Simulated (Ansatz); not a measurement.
Data:

CaTiO$_{3}$:
```
CELL_PARAMETERS angstrom
      5.43755     0.00000     0.00000
      0.00000     7.59242     0.00000
      0.00000     0.00000     5.33579
ATOMIC_POSITIONS crystal
  Ca 0.54419 0.75000 0.50949
  Ca 0.45581 0.25000 0.49051
  Ca 0.95581 0.25000 0.00949
  Ca 0.04419 0.75000 0.99051
  Ti 0.50000 0.50000 0.00000
  Ti 0.00000 0.50000 0.50000
  Ti 0.00000 0.00000 0.50000
  Ti 0.50000 0.00000 0.00000
  O  0.47993 0.75000 0.07918
  O  0.52007 0.25000 0.92082
  O  0.02007 0.25000 0.57918
  O  0.97993 0.75000 0.42082
  O  0.79075 0.95836 0.79136
  O  0.20925 0.04164 0.20864
  O  0.70925 0.04164 0.29136
  O  0.29075 0.95836 0.70864
  O  0.29075 0.54164 0.70864
  O  0.70925 0.45836 0.29136
  O  0.20925 0.45836 0.20864
  O  0.79075 0.54164 0.79136
```

This is the PBEsol-relaxed structure.

### Question
All from the program Ansatz at the PBEsol level (PAW), unless another level is named. Give the Debye temperature from the elastic constants.

### Answer
764 K.

### Question
Next, the zero-point energy?

### Answer
63.0 meV/atom.

Space group Pnma. The workflow started from a Materials Project entry (that database holds measured and hypothetical structures alike); the Crystallography Open Database files this formula in space group No. 62, but the cells were not matched. Its standing as an ambient phase is unchecked. The cell was relaxed with PBEsol under the symmetry of its start; phonons on a q-mesh show no instability. The run is not spin-polarised.

Potentials: the earlier of the program's two PAW sets.
